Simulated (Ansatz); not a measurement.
TiBr2:
Space group P-3m1 (No. 164); a = b = 3.508 Å, c = 6.660 Å, α = β = 90.00°, γ = 120.00°

```
atom  site  symmetry       x       y       z
----  ----  --------  ------  ------  ------
Br      2d       3m.  0.3333  0.6667  0.2491
Ti      1a      -3m.  0.0000  0.0000  0.0000
```

Relaxed with r²SCAN+D4.

### Question
Which orbitals make up the states near the Fermi level in DFT-r²SCAN+D4 in the program Ansatz with PAW potentials?

### Answer
Within 0.5 eV of the Fermi level: Ti 3d 89 %, Br 4p 8 %. Projections are on Löwdin-orthogonalised atomic valence shells; empty p or d shells of many metals are not among them.

### Question
Tabulate the density of states.

### Answer
States/eV per cell of 3 atoms, in 0.25 eV bins, energy from the Fermi level.

| E (eV) | total | Br 4p | Ti 3d | Ti 4s |
|---|---|---|---|---|
| -7.80 | 0.00 | 0.00 | 0.00 | 0.00 |
| -7.55 | 0.94 | 0.74 | 0.08 | 0.10 |
| -7.30 | 1.64 | 1.30 | 0.14 | 0.16 |
| -7.05 | 2.95 | 2.43 | 0.18 | 0.23 |
| -6.80 | 4.84 | 4.16 | 0.25 | 0.24 |
| -6.55 | 2.81 | 2.43 | 0.19 | 0.09 |
| -6.30 | 1.17 | 1.00 | 0.11 | 0.03 |
| -6.05 | 1.94 | 1.68 | 0.18 | 0.03 |
| -5.80 | 3.43 | 3.01 | 0.31 | 0.03 |
| -5.55 | 4.27 | 3.68 | 0.48 | 0.03 |
| -5.30 | 4.71 | 4.04 | 0.54 | 0.03 |
| -5.05 | 4.94 | 4.34 | 0.48 | 0.02 |
| -4.80 | 4.81 | 4.19 | 0.53 | 0.01 |
| -4.55 | 4.49 | 3.90 | 0.52 | 0.01 |
| -4.30 | 2.37 | 2.18 | 0.15 | 0.01 |
| -4.05 | 1.05 | 0.97 | 0.06 | 0.00 |
| -3.80 | 0.78 | 0.73 | 0.04 | 0.00 |
| -3.55 | 0.62 | 0.60 | 0.02 | 0.00 |
| -3.30 | 0.23 | 0.22 | 0.00 | 0.00 |
| -3.05 | 0.00 | 0.00 | 0.00 | 0.00 |
| -2.80 | 0.00 | 0.00 | 0.00 | 0.00 |
| -2.55 | 0.00 | 0.00 | 0.00 | 0.00 |
| -2.30 | 0.00 | 0.00 | 0.00 | 0.00 |
| -2.05 | 0.00 | 0.00 | 0.00 | 0.00 |
| -1.80 | 0.00 | 0.00 | 0.00 | 0.00 |
| -1.55 | 0.00 | 0.00 | 0.00 | 0.00 |
| -1.30 | 0.00 | 0.00 | 0.00 | 0.00 |
| -1.05 | 0.66 | 0.04 | 0.59 | 0.00 |
| -0.80 | 1.41 | 0.11 | 1.25 | 0.00 |
| -0.55 | 1.75 | 0.14 | 1.54 | 0.00 |
| -0.30 | 2.65 | 0.23 | 2.33 | 0.01 |
| -0.05 | 2.50 | 0.21 | 2.22 | 0.01 |
| 0.20 | 2.69 | 0.23 | 2.39 | 0.01 |
| 0.45 | 2.64 | 0.20 | 2.36 | 0.02 |
| 0.70 | 2.69 | 0.16 | 2.46 | 0.02 |
| 0.95 | 3.50 | 0.14 | 3.30 | 0.02 |
| 1.20 | 3.52 | 0.16 | 3.30 | 0.03 |
| 1.45 | 3.30 | 0.52 | 2.58 | 0.01 |
| 1.70 | 6.18 | 1.09 | 4.79 | 0.01 |
| 1.95 | 2.04 | 0.35 | 1.56 | 0.00 |
| 2.20 | 2.96 | 0.49 | 2.19 | 0.02 |
| 2.45 | 1.51 | 0.26 | 1.11 | 0.01 |
| 2.70 | 0.00 | 0.00 | 0.00 | 0.00 |
| 2.95 | 0.01 | 0.00 | 0.00 | 0.00 |
| 3.20 | 0.04 | 0.00 | 0.00 | 0.02 |
| 3.45 | 0.14 | 0.01 | 0.00 | 0.04 |
| 3.70 | 0.38 | 0.02 | 0.01 | 0.08 |
| 3.95 | 0.57 | 0.04 | 0.02 | 0.13 |
| 4.20 | 0.82 | 0.06 | 0.03 | 0.20 |
| 4.45 | 1.25 | 0.11 | 0.04 | 0.39 |
| 4.70 | 2.33 | 0.22 | 0.07 | 0.77 |

The workflow started from an entry of the Crystallography Open Database (COD). Its standing as an ambient phase is unchecked. Symmetry was held in the r²SCAN+D4 relaxation; its stability against distortions is not shown here. No spin polarisation was allowed. The volume lies over 15 % below that of the usual cell of this phase: another minimum, or an error of the functional. Spin–orbit coupling is left out wherever it is not named.

Potentials: the later of the program's two PAW sets.
